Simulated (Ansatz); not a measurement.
## Ta₅W: rattling a relaxed structure

The structure comes from a generated guess, relaxed at this level; another structure or a mixture of phases may lie lower.

Theory: DFT PBE, scalar-relativistic, plane waves, PAW (Ansatz 0.2.0). Plane waves to 420 eV, a k mesh through Γ of 14×14×4 on the computed 6-atom cell and Gaussian smearing (0.10 eV); no spin polarisation.

The cell below (6 atoms, space group Cmmm (No. 65)) is relaxed within its symmetry.

```
Ta W
1.0
     1.64207   -2.33740    0.00000
     1.64207    2.33740    0.00000
     0.00000    0.00000   13.95418
Ta W
5 1
Direct
  0.00000 0.00000 0.16039
  0.50000 0.50000 0.33015
  0.00000 0.00000 0.50000
  0.50000 0.50000 0.66985
  0.00000 0.00000 0.83961
  0.50000 0.50000 0.00000
```

For the test a repeat of it with 12 atoms (edges 2.86, 5.45, 13.95 Å) was strained at random (σ = 1.5 % a component), the atoms were moved at random (σ = 0.10 Å), and all was relaxed again on a coarse 8×4×2 mesh (in the run’s order of axes) with 0.20 eV smearing, with no symmetry imposed.

These runs have no spin–orbit coupling, which can matter for Ta and W.

Task: Does it come back?

Result: It returns, within 1 meV/atom of the unmoved cell on that mesh and with the same symmetry when read at 0.1 Å (P2/m at 0.01 Å, so small strains and shifts remain). No instability shows in this cell; modes of other wave vectors, which need another repeat, aren't tested.
